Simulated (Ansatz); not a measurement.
**Surface calculation: zincblende InAs (110), 3 layers**

The slab is cut from the zincblende crystal, which needn't be the stable phase, as relaxed on PAW files (27.37 Å³/atom), with 16 Å of vacuum and a dipole correction:

```yaml
crystal:
  lattice:
    - [4.26177, 0.00000, 0.00000]
    - [0.00000, 6.02706, 0.00000]
    - [0.00000, 0.00000, 20.26180]
  atoms:
    - { symbol: In, position: [0.25000, 0.12500, 0.39483] }
    - { symbol: As, position: [0.75000, 0.87500, 0.39483] }
    - { symbol: In, position: [0.75000, 0.62500, 0.50000] }
    - { symbol: As, position: [0.25000, 0.37500, 0.50000] }
    - { symbol: In, position: [0.25000, 0.12500, 0.60517] }
    - { symbol: As, position: [0.75000, 0.87500, 0.60517] }
```

Computed with Ansatz 0.2.0; functional LDA, scalar-relativistic. Settings: a Γ-centred 6×5×1 k mesh, Fermi–Dirac smearing of 0.02 eV, no spin polarisation. Methods: LAPW: all electrons, basis error target 1 meV/atom; PAW: frozen-core files, cutoff 420 eV.

The bulk energy comes from a cell in the slab's orientation on a 6×5×6 mesh. The surface energy is (E(slab) − N·E(bulk))/2A at zero smearing, the mean of both faces; thin slabs carry quantum-size effects.

The PAW files were made under PBE.

Q: As cut, the LAPW slab lies 3.309 eV above 6 atoms of bulk. What surface energy is that?

A: Over two faces of 25.69 Å² it is 64.4 meV/Å², and times 16.02 J/m² per eV/Å² that gives γ = 1.032 J/m².

Q: What do relaxation and the other method give?

A: 

| method | γ as cut (J/m²) | γ relaxed (J/m²) |
| --- | --- | --- |
| LAPW | 1.032 | 0.672 |
| PAW | 1.033 | 0.674 |

Q: How do the spacings between the planes relax?

A: From the bottom face up: d12 -3.4 % of 2.131 Å, d23 -3.4 % of 2.131 Å. The outer plane rumples by 0.640 Å.

Q: Where do the band edges lie?

A: On the k mesh: gap 0.28 eV, valence top 5.08 eV below the vacuum level.

Q: What changes if relativity is switched off, at the same positions?

A: LAPW then gives: gap 0.24 eV, valence top 5.20 eV below the vacuum level.

Q: A core hole in the 3d shell of In is made on one In atom of each kind in every 1×1 cell (PAW hole dataset, neutral cell, valence without spin). What does it cost by layer?

A: layer 1 443.82 eV, layer 2 443.72 eV, layer 3 443.82 eV. Shifts between layers mean more than the absolute values, and a whole layer of holes screens otherwise than one hole.
